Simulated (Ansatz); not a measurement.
# V3Ge, single point

The cell (8 atoms) is V3Ge as an experimental structure (space group Pm-3n). The computed pressure is over 10 GPa in size, so the cell is far from the computed equilibrium volume. Source: COD entry 1539048; it may be a high-temperature, high-pressure or metastable form.

Level of theory: DFT, LDA, PAW, plane waves, scalar-relativistic (Ansatz development build ahead of 0.2.0).

Input:

```yaml
crystal:
  lattice:
    - [4.768, 0.0, 0.0]
    - [0.0, 4.768, 0.0]
    - [0.0, 0.0, 4.768]
  atoms:
    - { symbol: Ge, position: [0.0, 0.0, 0.0] }
    - { symbol: Ge, position: [0.5, 0.5, 0.5] }
    - { symbol: V, position: [0.25, 0.0, 0.5] }
    - { symbol: V, position: [0.5, 0.75, 0.0] }
    - { symbol: V, position: [0.75, 0.0, 0.5] }
    - { symbol: V, position: [0.5, 0.25, 0.0] }
    - { symbol: V, position: [0.0, 0.5, 0.75] }
    - { symbol: V, position: [0.0, 0.5, 0.25] }
hamiltonian:
  xc: lda
  pseudopotentials: { kind: paw }
basis:
  ecutwfc: 420
kpoints:
  mp_grid: { grid: [5, 5, 5] }
scf:
  occupations: { method: gaussian, width: 0.1 }
  lower_state_search: "off"
output:
  forces: true
  stress: true
  write_density: true
  write_potential: true
  elf: true
  volumetric_format: npy
magnetization:
  spin_polarized: true
```

Command:
```sh
ansatz run input.yaml --threads 2 --pin off --max-ram 5120MiB --backend cpu --events-out ev --progress --plain --runs-dir out
```

What the program printed (shortened):

```
band count auto-derived: 70 (N_el = 106.0; filled up to band 53; 64 by the electrons, moments and atoms)
Pseudopotentials: kind: paw
Pseudopotential: Ge, paw, valence charge 14, recommended cutoff 420 eV (normal), Ge.paw.azcp
Pseudopotential: V, paw, valence charge 13, recommended cutoff 420 eV (normal), V.paw.azcp
Functional definition: SPW92
Crystal: 8 atoms, lattice volume = 108.395 Å³
Basis set: ecut = 420 eV, 2103 PW (Γ)
Bands: 70, of which v1, the nominal top of the filled ones, is band 53 counted from 1 (52 counted from 0)
Symmetry: 48 space group operations
Space group: Pm-3n (ITA 223), of the structure as read, at distance tolerance 4.8e-5 Å
k-points: 10 of 125
Non-local potential: Ge, projectors of the file, l = 0: 2, l = 1: 2, l = 2: 3, l = 3: 1
Non-local potential: V, projectors of the file, l = 0: 3, l = 1: 2, l = 2: 3, l = 3: 1
PAW frozen core: Ge, regenerated for the run's functional, and the local potential with it (the file was generated under x = pbe(κ = 0.804, μ = 0.2195149727645171), c = pbe(β = 0.06672455060314922))
PAW frozen core: V, regenerated for the run's functional, and the local potential with it (the file was generated under x = pbe(κ = 0.804, μ = 0.2195149727645171), c = pbe(β = 0.06672455060314922))
Initial density: superposition of atomic densities (chi_scale 0.1, normalization cell, long waves kept (reshape's long-wave potential 0.00 eV rms))
Initial wavefunctions: pseudopotential atomic-orbital guess
Functional: x = slater, c = lda
SCF iter   1: F=—  HF=-25599.100946 eV  |F-HF|=—  |Δ(HF+E_count)|=         —  Δρ=3.15e-2 (↑3.15e-2 ↓3.15e-2)  dr2=5.03e0  dr2_m=0.00e0  M=0.000 μB ∫|m|=0.000 μB  β_m=0.30  ethr=3.10e-3  ⟨swp⟩=4.8  Hψ=2096  notcnv=0
preconditioner: auto → Kerker (q_TF=auto, 2.718 Å⁻¹)  [metal: Δε(μ)=0.043 eV  Ē_g=10.906 eV  σ=0.100 eV  W_gap=0.23  n_scr=32 (ndim 8)  ℏωp=27.2 eV  f_vac=0.000  D(μ)=12.64/eV (n_scr^D=178)]
spin=Collinear: Kerker preconditioning applied to the charge; magnetization (m = ρ↑ − ρ↓) channel mixes plain (no charge-response kernel on spin).
SCF iter   2: F=—  HF=-25598.067942 eV  |F-HF|=—  |Δ(HF+E_count)|=    1.03e0  Δρ=2.15e-2 (↑2.15e-2 ↓2.15e-2)  dr2=2.71e0  dr2_m=0.00e0  M=0.000 μB ∫|m|=0.000 μB  β_m=0.56  ethr=3.10e-3  ⟨swp⟩=2.0  Hψ=867  notcnv=0  defer=101
SCF iter   3: F=—  HF=-25588.244753 eV  |F-HF|=—  |Δ(HF+E_count)|=    9.82e0  Δρ=1.22e-1 (↑1.22e-1 ↓9.92e-2)  dr2=1.19e0  dr2_m=1.20e1  M=11.922 μB ∫|m|=11.922 μB  ethr=2.55e-3  ⟨swp⟩=2.0  Hψ=858  notcnv=0  defer=101
Mixer restart at iter 3: flushing history
SCF iter   4: F=—  HF=-25595.113918 eV  |F-HF|=—  |Δ(HF+E_count)|=         —  Δρ=6.22e-2 (↑5.63e-2 ↓6.22e-2)  dr2=3.45e-1  dr2_m=3.45e0  M=5.000 μB ∫|m|=5.156 μB  β_m=0.56  ethr=1.13e-3  ⟨swp⟩=3.1  Hψ=2343  notcnv=0  defer=161
SCF iter   5: F=—  HF=-25596.192534 eV  |F-HF|=—  |Δ(HF+E_count)|=    1.08e0  Δρ=4.40e-2 (↑4.40e-2 ↓4.08e-2)  dr2=9.63e-2  dr2_m=1.77e0  M=3.401 μB ∫|m|=3.551 μB  β_m=0.61  ethr=3.26e-4  ⟨swp⟩=2.0  Hψ=1968  notcnv=0  defer=133
SCF iter   6: F=—  HF=-25597.058831 eV  |F-HF|=—  |Δ(HF+E_count)|=   8.66e-1  Δρ=1.09e-2 (↑3.90e-3 ↓1.09e-2)  dr2=1.68e-1  dr2_m=2.05e-2  M=1.442 μB ∫|m|=1.483 μB  β_m=0.62  ethr=9.09e-5  ⟨swp⟩=2.1  Hψ=2544  notcnv=0  defer=139
SCF iter   7: F=—  HF=-25597.013538 eV  |F-HF|=—  |Δ(HF+E_count)|=   4.53e-2  Δρ=2.01e-3 (↑1.72e-3 ↓2.01e-3)  dr2=2.22e-3  dr2_m=2.62e-3  M=0.561 μB ∫|m|=0.592 μB  β_m=0.74  ethr=9.09e-5  ⟨swp⟩=2.0  Hψ=2585  notcnv=0  defer=145
[... 2 iterations left out ...]
SCF iter  10: F=—  HF=-25597.015758 eV  |F-HF|=—  |Δ(HF+E_count)|=   2.50e-5  Δρ=2.82e-4 (↑2.48e-4 ↓2.82e-4)  dr2=1.02e-5  dr2_m=6.73e-5  M=0.336 μB ∫|m|=0.339 μB  β_m=0.86  ethr=7.72e-8  ⟨swp⟩=2.0  Hψ=1796  notcnv=0  defer=145
SCF iter  11: F=—  HF=-25597.015883 eV  |F-HF|=—  |Δ(HF+E_count)|=   1.25e-4  Δρ=1.81e-4 (↑1.80e-4 ↓1.81e-4)  dr2=3.56e-6  dr2_m=3.16e-5  M=0.255 μB ∫|m|=0.257 μB  β_m=0.93  ethr=9.63e-9  ⟨swp⟩=2.0  Hψ=2210  notcnv=0  defer=145
SCF iter  12: F=—  HF=-25597.015975 eV  |F-HF|=—  |Δ(HF+E_count)|=   9.21e-5  Δρ=1.19e-4 (↑1.19e-4 ↓1.13e-4)  dr2=1.09e-6  dr2_m=1.31e-5  M=0.166 μB ∫|m|=0.168 μB  β_m=0.96  ethr=3.35e-9  ⟨swp⟩=2.5  Hψ=2299  notcnv=0  defer=145
SCF iter  13: F=—  HF=-25597.016026 eV  |F-HF|=—  |Δ(HF+E_count)|=   5.01e-5  Δρ=6.48e-5 (↑5.03e-5 ↓6.48e-5)  dr2=4.75e-7  dr2_m=3.21e-6  M=0.081 μB ∫|m|=0.082 μB  β_m=0.98  ethr=1.02e-9  ⟨swp⟩=3.0  Hψ=2590  notcnv=0  defer=145
Mixer restart at iter 13: flushing history
SCF iter  14: F=—  HF=-25597.016041 eV  |F-HF|=—  |Δ(HF+E_count)|=         —  Δρ=4.78e-6 (↑4.78e-6 ↓4.78e-6)  dr2=7.03e-8  dr2_m=0.00e0  M=0.000 μB ∫|m|=0.000 μB  β_m=0.98  ethr=4.48e-10  ⟨swp⟩=5.3  Hψ=2457  notcnv=0  defer=28
SCF iter  15: F=-25597.016041 eV  HF=-25597.016041 eV  |F-HF|=4.66e-8  |Δ(HF+E_count)|=   9.28e-9  Δρ=3.46e-6 (↑3.46e-6 ↓3.46e-6)  dr2=4.24e-8  dr2_m=0.00e0  M=0.000 μB ∫|m|=0.000 μB  ethr=6.64e-11  ⟨swp⟩=10.4  Hψ=3726  notcnv=0
SCF 1 converged in 15 iterations: F = -25597.016041 eV  dr2 = 4.24e-8
  greatest PAW one-centre occupation: 1.000 electrons in one spin orbital (limit 2), on the V atom at site 7 (counted from 0), in its partial waves of l = 0
this state was not tested for a lower state beside it, because too few of the mixer's solves of this state at the end of the SCF gave a reading for the test (the SCF was short, the solves that were read can be of a state that the SCF has left, the mixer's history had been emptied shortly before, the bands' solves  [...]
SCF converged after 15 iterations
Magnetization: 0.0000 μB (53.0000 up, 53.0000 down)
Absolute magnetization: 0.0000 μB (∫|ρ↑−ρ↓|)
Spin contamination: 0.0000 ħ² per cell (⟨S²⟩ above its minimum at these occupations)
Per-site moments (μB) at R_I (Å): [(0.0, 1.0994), (0.0, 1.0994), (0.0, 0.9833), (0.0, 0.9833), (0.0, 0.9833), (0.0, 0.9833), (0.0, 0.9833), (0.0, 0.9833)]
Free energy (F): -25597.016041 eV
Harris-Foulkes:  -25597.016041 eV  (|F-HF|=4.66e-8)
Internal energy: -25596.931560 eV  (E = F + TS)
E sigma→0 (E₀):  -25596.973800 eV
Entropy (-TS):   -0.084481 eV (-10.560 meV/atom)
Fermi energy:    16.049018 eV
--- Per-component energies (eV) ---
  E_band       = -977.318442
  E_kinetic    = 2248.486236
  E_local      = -9203.949321  (includes V_loc(G=0)·N_el)
  E_nonlocal   = 602.991986
  E_hartree    = 4167.515950
  E_xc         = -930.248289
  E_vxc        = -1124.689924  (∫ρ·V_xc dr)
  E_paw        = -10257.705807  (= ΣΔE_a)
  E_vpaw       = -1835.207229  (= ΣTr[D̂ρ^β])
  E_aug_tail   = 0.002326  (compensation charges beyond the density's cutoff)
  E_ewald      = -12229.918191
  E_core_change = 5.893551  (= ΣΔE_core)
  E_smearing   = -0.084481  (= −TS)
  E_closure    = 0.000000  (closes the sum)
  Σ components = -25597.016041   (vs F -25597.016041, Δ=0.00e0)
--- Forces (eV/Å), atoms counted from 1 ---
  atom   1  Ge     0.00000000    -0.00000000    -0.00000000
  atom   2  Ge     0.00000000     0.00000000    -0.00000000
  atom   3  V     -0.00000000    -0.00000000     0.00000000
  atom   4  V      0.00000000    -0.00000000     0.00000000
  atom   5  V     -0.00000000    -0.00000000     0.00000000
  atom   6  V      0.00000000     0.00000000     0.00000000
  atom   7  V      0.00000000     0.00000000    -0.00000000
  atom   8  V      0.00000000     0.00000000    -0.00000000
  max |Σ_I F_I| component: 1.68e-17 eV/Å
--- Stress (GPa, compression-positive) ---
      -12.781190      -0.000000       0.000000
        0.000000     -12.781190       0.000000
        0.000000       0.000000     -12.781190
  P = ⅓ Tr σ = -12.7812 GPa (-127.812 kbar)
--- Band table (eV; the first three rows and the last of 20) ---
k-point 0 ↑: bands = ["-47.1615", "-47.0938", "-47.0938", "-46.9009", "-46.9009", "-46.9009", "-21.9174", "-21.9174", "-21.8069", "-21.4088", "-21.4088", "-21.4088", "-21.1487", "-21.1487", "-21.1487", "-21.1361", "-21.1361", "-21.1361", "-21.0687", "-21.0687", "-21.0687", "-20.6183", "-20.6183", "-20.6183", "-7.9087", "-7.9087", "-7.9039", "-7.9039", "-7.8937", "-7.8937", "-7.8937", "-7.8897", "-7.8897", "-7.8897", "5.5006", "7.3946", "12.4317", "12.4317", "12.4317", "12.9736", "12.9736", "12.9736", "13.6044", "13.6044", "14.1620", "14.1620", "14.1620", "14.2548", [...]
k-point 1 ↑: bands = ["-47.1513", "-47.0987", "-47.0794", "-46.9213", "-46.9009", "-46.9009", "-21.9132", "-21.8776", "-21.7431", "-21.4056", "-21.4056", "-21.3789", "-21.1778", "-21.1778", "-21.1603", "-21.1411", "-21.1018", "-21.1018", "-21.0769", "-21.0769", "-21.0764", "-20.7444", "-20.6185", "-20.6185", "-7.9085", "-7.9077", "-7.9045", "-7.9039", "-7.8942", "-7.8942", "-7.8934", "-7.8906", "-7.8906", "-7.8902", "5.7236", "7.2936", "12.1407", "12.3679", "12.4789", "12.4789", "13.0574", "13.0574", "13.6175", "14.0897", "14.2287", "14.2287", "14.3618", "14.4729", [...]
k-point 2 ↑: bands = ["-47.1309", "-47.1120", "-47.0353", "-46.9737", "-46.9009", "-46.9009", "-21.9010", "-21.8832", "-21.4551", "-21.4009", "-21.4009", "-21.3061", "-21.2249", "-21.1923", "-21.1923", "-21.1212", "-21.0972", "-21.0972", "-21.0964", "-21.0715", "-21.0715", "-21.0674", "-20.6190", "-20.6190", "-7.9076", "-7.9064", "-7.9052", "-7.9042", "-7.8957", "-7.8957", "-7.8925", "-7.8913", "-7.8913", "-7.8913", "6.2957", "6.9228", "11.6067", "11.6921", "12.5045", "12.5045", "13.2871", "13.2871", "14.3101", "14.4241", "14.4241", "14.5265", "14.6396", "15.1482", [...]
k-point 9 ↓: bands = ["-47.0521", "-47.0388", "-47.0388", "-46.9782", "-46.9782", "-46.9714", "-21.4906", "-21.4906", "-21.4747", "-21.3499", "-21.3486", "-21.2645", "-21.2645", "-21.1893", "-21.1811", "-21.1495", "-21.1495", "-21.1093", "-21.1093", "-21.0948", "-21.0948", "-21.0435", "-21.0398", "-21.0398", "-7.9050", "-7.9050", "-7.9048", "-7.9048", "-7.8966", "-7.8964", "-7.8964", "-7.8946", "-7.8946", "-7.8944", "7.1500", "7.2235", "11.5103", "11.8489", "11.8489", "12.6909", "12.6909", "13.1695", "14.5216", "14.6263", "14.6263", "15.0756", "15.0756", "15.1931", [...]
```

The run took 7.7 s on 2 threads of Arm Neoverse V1 (shared host), peak memory 0.48 GiB.
